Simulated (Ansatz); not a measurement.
Relaxed PtS$_{2}$ (CdI2 type):

```
PtS2
1.0
    3.55931     0.00000     0.00000
   -1.77966     3.08245     0.00000
    0.00000     0.00000     4.38472
Pt S
1 2
Direct
  0.00000   0.00000   0.00000
  0.66667   0.33333   0.27118
  0.33333   0.66667   0.72882
```

In each cell atom 2 (S, nearest neighbour Pt at 2.374 Å; its periodic images, 3.6 Å or more away, move with it) moves by s·(-0.750, -0.433, -0.501) (towards the nearest neighbour), the rest being held.

The numbers are results of PBEsol-D3(BJ) (plane waves to 420 eV, PAW, scalar-relativistic; Ansatz, an electronic-structure program), not measurements. k mesh 12×12×9 (Γ-centred), Fermi-Dirac smearing 0.05 eV. With partly filled bands, energies and forces of such displacements shift with the k mesh and the smearing. F∥ is the force on the atom along that direction. PtS2 is run without spin polarisation. PtS2 was relaxed with its symmetry unable to fall. Spin-orbit coupling is left out, though Pt is heavy. 

```csv
s (Å),F∥ (eV/Å)
-0.240,1.326
-0.192,1.241
-0.144,1.067
-0.096,0.803
-0.048,0.448
0.000,0.001
0.048,-0.543
0.096,-1.193
0.144,-1.965
0.192,-2.878
0.240,-3.960
```

Question: What is the force constant k = d²E/ds² of this move at s = 0?

Answer: 10.3 eV/Å². The forces along the line at the two nearest points give (0.448 − (-0.543)) / (2·0.048) = 10.32 eV/Å²; the next pair corrects for the finite step.

(For displaced atoms, the force is minus the slope of the energy, and its curvature is a force constant, which sets phonon frequencies.)
